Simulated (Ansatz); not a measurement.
This is a relaxation of cell and atoms with Ansatz 0.2.0 on AlGa2P3, ordered on the zincblende lattice (Imm2) with 6 atoms a cell; the level of theory is PBE. It starts from a guessed cell.

```yaml
crystal:
  lattice:
    - [-1.8342323525, 5.5026970575, 2.5939962695]
    - [1.8342323525, -5.5026970575, 2.5939962695]
    - [1.8342323525, 5.5026970575, -2.5939962695]
  atoms:
    - { symbol: Al, position: [0.0, 0.0, 0.0] }
    - { symbol: P, position: [0.75, 0.25, 0.5] }
    - { symbol: Ga, position: [0.6666666667, 0.0, 0.6666666667] }
    - { symbol: P, position: [0.4166666667, 0.25, 0.1666666667] }
    - { symbol: Ga, position: [0.3333333333, 0.0, 0.3333333333] }
    - { symbol: P, position: [0.0833333333, 0.25, 0.8333333333] }
kpoints:
  mp_grid: { grid: [8, 8, 8] }
hamiltonian:
  xc: pbe
scf:
  occupations: { method: fermi_dirac, width: 0.02 }
relax:
  f_tol: 0.005
  cell: {}
```

The trajectory has 8 recorded frames, each with positions in Å and forces in eV/Å. The last, and any step after a large change of cell, is solved on a basis re-selected at its cell; pressure is positive in compression.

Step 1: energy 0.0 meV/atom from step 1, largest force component 0.029 eV/Å, pressure +20.81 GPa
```xyz
6
Lattice="-1.8342 5.5027 2.5940 1.8342 -5.5027 2.5940 1.8342 5.5027 -2.5940" Properties=species:S:1:pos:R:3:forces:R:3 pbc="T T T"
Al    0.0000    0.0000    0.0000    0.0000    0.0000   -0.0107
P     0.0000    5.5027    1.2970    0.0000    0.0000    0.0294
Ga    0.0000    7.3369    0.0000    0.0000    0.0234   -0.0065
P     0.0000    1.8342    1.2970    0.0000    0.0063   -0.0029
Ga    0.0000    3.6685    0.0000    0.0000   -0.0234   -0.0065
P     1.8342    3.6685   -1.2970    0.0000   -0.0063   -0.0029
```

Step 2: energy -169.2 meV/atom from step 1, largest force component 0.040 eV/Å, pressure +5.39 GPa
```xyz
6
Lattice="-1.9089 5.7252 2.6975 1.9089 -5.7252 2.6975 1.9089 5.7252 -2.6975" Properties=species:S:1:pos:R:3:forces:R:3 pbc="T T T"
Al    0.0000    0.0000   -0.0003    0.0000    0.0000   -0.0147
P     0.0000    5.7252    1.3495    0.0000    0.0000    0.0404
Ga    0.0000    7.6344   -0.0003    0.0000    0.0083    0.0048
P     0.0000    1.9084    1.3488    0.0000   -0.0193   -0.0176
Ga    0.0000    3.8160   -0.0003    0.0000   -0.0083    0.0048
P     1.9089    3.8168   -1.3487    0.0000    0.0193   -0.0176
```

Step 3: energy -187.0 meV/atom from step 1, largest force component 0.019 eV/Å, pressure +1.16 GPa
```xyz
6
Lattice="-1.9373 5.8114 2.7388 1.9373 -5.8114 2.7388 1.9373 5.8114 -2.7388" Properties=species:S:1:pos:R:3:forces:R:3 pbc="T T T"
Al    0.0000    0.0000   -0.0019    0.0000    0.0000   -0.0025
P     0.0000    5.8114    1.3726    0.0000    0.0000    0.0194
Ga    0.0000    7.7497    0.0006    0.0000    0.0044    0.0000
P     0.0000    1.9348    1.3682    0.0000   -0.0082   -0.0085
Ga    0.0000    3.8731    0.0006    0.0000   -0.0044    0.0000
P     1.9373    3.8766   -1.3706    0.0000    0.0082   -0.0085
```

Step 4: energy -188.0 meV/atom from step 1, largest force component 0.003 eV/Å, pressure +0.10 GPa
```xyz
6
Lattice="-1.9458 5.8361 2.7500 1.9458 -5.8361 2.7500 1.9458 5.8361 -2.7500" Properties=species:S:1:pos:R:3:forces:R:3 pbc="T T T"
Al    0.0000    0.0000   -0.0023    0.0000    0.0000    0.0007
P     0.0000    5.8361    1.3799    0.0000    0.0000    0.0033
Ga    0.0000    7.7826    0.0006    0.0000    0.0012   -0.0002
P     0.0000    1.9421    1.3731    0.0000   -0.0026   -0.0019
Ga    0.0000    3.8895    0.0006    0.0000   -0.0012   -0.0002
P     1.9458    3.8940   -1.3769    0.0000    0.0026   -0.0019
```

Step 5: energy -188.0 meV/atom from step 1, largest force component 0.001 eV/Å, pressure 0.00 GPa
```xyz
6
Lattice="-1.9464 5.8385 2.7512 1.9464 -5.8385 2.7512 1.9464 5.8385 -2.7512" Properties=species:S:1:pos:R:3:forces:R:3 pbc="T T T"
Al    0.0000    0.0000   -0.0023    0.0000    0.0000    0.0000
P     0.0000    5.8385    1.3807    0.0000    0.0000    0.0008
Ga    0.0000    7.7859    0.0007    0.0000    0.0003   -0.0003
P     0.0000    1.9427    1.3735    0.0000   -0.0003   -0.0001
Ga    0.0000    3.8911    0.0007    0.0000   -0.0003   -0.0003
P     1.9464    3.8958   -1.3777    0.0000    0.0003   -0.0001
```

Step 6: energy -190.1 meV/atom from step 1, largest force component 0.001 eV/Å, pressure +0.15 GPa
```xyz
6
Lattice="-1.9464 5.8385 2.7512 1.9464 -5.8385 2.7512 1.9464 5.8385 -2.7512" Properties=species:S:1:pos:R:3:forces:R:3 pbc="T T T"
Al    0.0000    0.0000   -0.0023    0.0000    0.0000    0.0000
P     0.0000    5.8385    1.3807    0.0000    0.0000    0.0006
Ga    0.0000    7.7859    0.0007    0.0000    0.0004   -0.0003
P     0.0000    1.9427    1.3735    0.0000   -0.0001    0.0000
Ga    0.0000    3.8911    0.0007    0.0000   -0.0004   -0.0003
P     1.9464    3.8958   -1.3777    0.0000    0.0001    0.0000
```

Step 7: energy -190.1 meV/atom from step 1, largest force component 0.001 eV/Å, pressure 0.00 GPa
```xyz
6
Lattice="-1.9478 5.8418 2.7527 1.9478 -5.8418 2.7527 1.9478 5.8418 -2.7527" Properties=species:S:1:pos:R:3:forces:R:3 pbc="T T T"
Al    0.0000    0.0000   -0.0024    0.0000    0.0000    0.0002
P     0.0000    5.8418    1.3817    0.0000    0.0000   -0.0011
Ga    0.0000    7.7903    0.0006    0.0000   -0.0004    0.0005
P     0.0000    1.9437    1.3743    0.0000    0.0003   -0.0001
Ga    0.0000    3.8932    0.0006    0.0000    0.0004    0.0005
P     1.9478    3.8981   -1.3784    0.0000   -0.0003   -0.0001
```

Step 8: energy -190.1 meV/atom from step 1, largest force component 0.001 eV/Å, pressure 0.00 GPa
```xyz
6
Lattice="-1.9478 5.8418 2.7527 1.9478 -5.8418 2.7527 1.9478 5.8418 -2.7527" Properties=species:S:1:pos:R:3:forces:R:3 pbc="T T T"
Al    0.0000    0.0000   -0.0024    0.0000    0.0000    0.0002
P     0.0000    5.8418    1.3817    0.0000    0.0000   -0.0011
Ga    0.0000    7.7903    0.0006    0.0000   -0.0004    0.0005
P     0.0000    1.9437    1.3743    0.0000    0.0003   -0.0001
Ga    0.0000    3.8932    0.0006    0.0000    0.0004    0.0005
P     1.9478    3.8981   -1.3784    0.0000   -0.0003   -0.0001
```

The walk took 6 steps and changed the volume by +19.6 %. The last SCF, on a fresh basis, lies 190 meV an atom below the first. Final cell: space group Imm2 (No. 44), orthorhombic; conventional cell a = 3.896 Å, b = 11.684 Å, c = 5.505 Å, 20.88 Å³ an atom. Al is surrounded by 4 P at 2.38 Å; P is surrounded by 2 Al at 2.38 Å and 2 Ga at 2.39 Å; Ga is surrounded by 4 P at 2.38–2.39 Å; P is surrounded by 1 Al at 2.38 Å and 3 Ga at 2.38–2.39 Å.

Run as `ansatz run input.yaml --threads 2 --pin off --max-ram 20275MiB --backend cpu --events-out ev --progress --plain --runs-dir out`.

Task: What wall time did it need on 2 threads of AMD EPYC 7R13 Processor (Zen 3), with other jobs on the host, load about 1.1 per core, and what peak of host memory did it reach?

Result: About 69 s, with a peak of 0.79 GiB.

Note: simulated data, non-magnetic, for a generated structure that need not be the stable one.
